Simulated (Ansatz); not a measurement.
Ansatz input file:

```yaml
crystal:
  lattice:
    - [1.2992776128, 0.7501382795, 4.1557043026]
    - [-1.2992776128, 0.7501382795, 4.1557043026]
    - [0.0, -1.500276559, 4.1557043026]
  atoms:
    - { symbol: Mn, position: [0.5, 0.5, 0.5], spin: 1.18 }
    - { symbol: Ir, position: [0.0, 0.0, 0.0] }
basis:
  ecutwfc: 420
kpoints:
  mp_grid: { grid: [18, 18, 18] }
hamiltonian:
  xc: pbesol
scf:
  occupations: { method: gaussian, width: 0.1 }
output:
  forces: true
  stress: true
  eigenvalues: true
  populations: true
  write_density: true
  write_potential: true
  elf: true
  volumetric_format: npy
magnetization:
  spin_polarized: true
relax:
  adjacent_minimum: "off"
  f_tol: 0.01
  max_steps: 30
  cell: { stress_tol: 0.1, fix: [volume] }
```

Run as
```bash
ansatz run input.yaml --threads 1 --pin off --max-ram 2560MiB --backend cpu --events-out ev --progress --plain --runs-dir out
```

All numbers below come from DFT PBEsol, scalar-relativistic, plane waves, PAW in Ansatz.

Part of what the program printed, abridged (final results; tables in files aren't shown):

```
SCF 4 converged in 7 iterations: F = -15667.892270 eV  dr2 = 4.84e-11
SCF converged after 7 iterations
Magnetization: 0.8569 μB (16.4284 up, 15.5716 down)
Absolute magnetization: 0.9495 μB (∫|ρ↑−ρ↓|, with the PAW one-centre terms)
Spin contamination: 0.0347 ħ² per cell (⟨S²⟩ above its minimum at these occupations)
Per-site moments (μB) at R_I (Å): [(0.86732519, 1.05656356), (-0.02907078, 1.05656356)]
Free energy (F): -15667.892270 eV
Harris-Foulkes:  -15667.892270 eV  (|F-HF|=5.09e-11)
Internal energy: -15667.881374 eV  (E = F + TS)
E sigma→0 (E₀):  -15667.886822 eV
Entropy (-TS):   -0.010896 eV (-5.448 meV/atom)
Fermi energy:    24.015919 eV
--- Per-component energies (eV) ---
  E_band       = -217.987384
  E_kinetic    = 933.812928
  E_local      = -2590.617239  (includes V_loc(G=0)·N_el)
  E_nonlocal   = 315.268535
  E_hartree    = 1050.336071
  E_xc         = -382.593861
  E_vxc        = -449.083731  (∫ρ·V_xc dr)
  E_paw        = -10356.427653  (= ΣΔE_a)
  E_vpaw       = -528.040221  (= ΣTr[D̂ρ^β])
  E_aug_tail   = 0.000058  (compensation charges beyond the density's cutoff)
  E_ewald      = -4638.095147
  E_core_change = 0.434935  (= ΣΔE_core)
  E_smearing   = -0.010896  (= −TS)
--- Forces (eV/Å), atoms counted from 1 ---
  atom   1  Mn     0.00000000     0.00000000     0.00000000
  atom   2  Ir     0.00000000     0.00000000     0.00000000
--- Stress (GPa, compression-positive) ---
        9.918974       0.000000       0.000000
        0.000000       9.918974       0.000000
        0.000000       0.000000       9.918385
  P = ⅓ Tr σ = 9.9188 GPa (99.188 kbar)
--- Band table (eV; the first three rows and the last of 1160) ---
  k-point 0 ↑: bands = ["-68.8512", "-55.4944", "-25.8116", "-25.2932", "-25.2932", "-24.3301", "-24.1084", "-24.1084", "13.4094", "16.9459", "20.0467", "20.0467", "21.8119", "21.8119", "21.9368", "23.5961", "23.5961", "23.9192", "25.2933", "25.2933", "32.8015"]
  k-point 1 ↑: bands = ["-68.8488", "-55.4927", "-25.8041", "-25.3226", "-25.3000", "-24.3324", "-24.1199", "-24.1112", "13.5517", "17.0413", "19.9485", "20.1579", "21.6474", "21.8397", "21.9743", "23.4497", "23.5392", "23.6134", "25.2498", "25.9426", "32.7929"]
  k-point 2 ↑: bands = ["-68.8419", "-55.4877", "-25.7823", "-25.4070", "-25.3197", "-24.3393", "-24.1528", "-24.1192", "13.9643", "17.3156", "19.6914", "20.4830", "21.1706", "21.9174", "22.0753", "22.8603", "23.3808", "23.6705", "25.1272", "27.0594", "32.7929"]
  k-point 579 ↓: bands = ["-68.8657", "-54.5401", "-25.7034", "-25.3037", "-25.3037", "-23.5163", "-23.1888", "-23.1888", "14.5098", "17.9142", "19.7501", "20.3128", "20.3128", "22.3156", "23.4292", "23.4292", "23.5096", "23.5096", "24.7051", "24.7051", "38.0063"]
--- Relaxed structure (3 steps of the walk, 3 accepted, 1 SCFs on fresh bases) ---
  F+E_penalty+E_count = -15667.89227041 eV   max|allowed force component| = 8.835e-29 eV/Å   (the final SCF, on the basis selected at the relaxed cell)
  cell:  # Å, volume = 24.3018 Å³
    - [1.30006308, 0.75059177, 4.15068421]
    - [-1.30006308, 0.75059177, 4.15068421]
    - [0.0, -1.50118354, 4.15068421]
  atoms:
    - { symbol: Mn, position: [0.50000000, 0.50000000, 0.50000000] }
    - { symbol: Ir, position: [0.0, 0.0, 0.0] }
--- Löwdin populations: 2 sites ---
  site symbol q [e]    m [muB]
     0     Mn     14.8141     0.9029
     1     Ir     16.7992    -0.0355
  spilling = 0.012086 (of n_electrons = 32.000000)
```

The relaxation met its thresholds.

Time: 2.7 min on 1 thread of Oxide Virtual Turin-like Processor (Zen 5), with other jobs on the host, peak memory 0.81 GiB.

Spin-orbit coupling is left out, which matters for the bands of heavy elements. Only parallel moments were tried here.